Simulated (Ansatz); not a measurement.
BN (zinc blende, F-43m) at seven volumes, LDA in the plane-wave PAW code Ansatz, scaled uniformly. One row is withheld.

```json
[
 {"V (Å³/atom)": "5.218", "P (GPa)": "44.93"},
 {"V (Å³/atom)": "5.390", "P (GPa)": "27.80"},
 {"V (Å³/atom)": "5.563", "P (GPa)": "12.92"},
 {"V (Å³/atom)": "5.735", "P (GPa)": "0.00"},
 {"V (Å³/atom)": "5.907", "P (GPa)": "-11.25"},
 {"V (Å³/atom)": "6.079", "P (GPa)": "-21.03"},
 {"V (Å³/atom)": "6.251", "P (GPa)": "?"}
]
```

Question: Fit the shown pressures and predict the withheld one.

Answer: Third-order Birch–Murnaghan: P = (3/2)B₀(x^(7/2) − x^(5/2))[1 + (3/4)(B′ − 4)(x − 1)] with x = (V₀/V)^(2/3). Least squares on the six rows gives V₀ = 5.735 Å³/atom, B₀ = 401.1 GPa, B′ = 3.62. At V = 6.251, x = 0.9442 and P = -29.55 GPa. The run itself gave -29.54 GPa.

Symmetry was held in the LDA relaxation.

Potentials: the earlier of the program's two PAW sets. The files were generated under PBE; for other functionals the program regenerates the frozen cores, and for LDA and PBEsol the local potential too.
